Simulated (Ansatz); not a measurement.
Relaxed TiSi₂ (C49 type, space group Cmcm):

```xyz
6
Lattice="1.7633 -6.7584 0.0000 1.7633 6.7584 0.0000 0.0000 0.0000 3.5652" Properties=species:S:1:pos:R:3 pbc="T T T"
Si     1.7633    -5.9699     2.6739
Si     1.7633     5.9699     0.8913
Si     1.7633     3.3752     2.6739
Si     1.7633    -3.3752     0.8913
Ti     1.7633    -1.3949     2.6739
Ti     1.7633     1.3949     0.8913
```

In each cell atom 2 (Si, nearest neighbour Si at 2.380 Å; its periodic images, 3.5 Å or more away, move with it) moves by s·(0.000, 0.663, -0.749) (towards the nearest neighbour), the rest being held.

These are r2SCAN (plane waves to 500 eV, PAW, scalar-relativistic; Ansatz, a first-principles code) values and carry that method's errors. k mesh 11×11×11 (Γ-centred), Fermi-Dirac smearing 0.05 eV. The energy includes the smearing's −TS. With partly filled bands, energies and forces of such displacements shift with the k mesh and the smearing. This is one of several known forms of TiSi2; the measured ambient cells at hand have space group No. 70. TiSi2 is run without spin polarisation. TiSi2 was relaxed with its symmetry unable to fall. ΔE is measured from the undisplaced structure. The last digit holds for this mesh only.

| s (Å) | ΔE (meV/cell) |
|---|---|
| -0.710 | 2305.7 |
| -0.568 | 1528.6 |
| -0.426 | withheld |
| -0.284 | 422.1 |
| -0.142 | 112.6 |
| 0.000 | 0.0 |
| 0.142 | 133.6 |
| 0.284 | 600.2 |
| 0.426 | 1551.7 |
| 0.568 | 3240.7 |
| 0.710 | 6075.9 |

**Question.** Fit a polynomial form (powers 2, 3, 4) to the given rows and predict ΔE at s = -0.426.

**Answer.** Least squares on the 10 given rows: ΔE = (5662)·s² + (5128)·s³ + (5267)·s⁴, in meV/cell with s in Å; root-mean-square residual 48.77 meV/cell. At -0.426 the fit gives 804.5 meV/cell; the calculation gives 899.7 meV/cell, so the interpolation is off by -95.2 (-10.6 %). The quadratic term alone would give 1027.5 meV/cell.

(A displaced cell: forces are minus the slopes of the energy, force constants its curvatures, and phonons follow from these.)
